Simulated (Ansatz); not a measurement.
ScB (rock salt, space group No. 225), DFT-PBEsol in the program Ansatz with PAW potentials, all energies at zero smearing, with the estimated change up to a 700 eV cutoff added, with one set of potentials and settings (totals compare only within such a set). Cell of 2 atoms (1 B, 1 Sc): -2263.629 eV.

```tsv
element	reference phase	E (eV/atom)
B	R-3m, 12 atoms in the cell	-152.6704
Sc	P6_3/mmc, 2 atoms in the cell	-2111.3717
```

Formation energy per atom, worked out: (-2263.629 − 1×(-152.6704) − 1×(-2111.3717))/2 = 0.207 eV/atom (20 kJ per mol of atoms), at 0 K, without zero-point energy or fitted corrections.

Space group Fm-3m (rock salt). The cell is a constructed one: a structure type filled with these elements; neither database checked (COD, Materials Project) lists it. Its standing as an ambient phase is unchecked. Symmetry was held in the PBEsol relaxation. At this level the phase is mechanically unstable. No spin polarisation was allowed. The references are the lowest solids computed at this level, not always the standard phases.

Potentials: the earlier of the program's two PAW sets. The files were generated under PBE; for other functionals the program regenerates the frozen cores, and for LDA and PBEsol the local potential too.
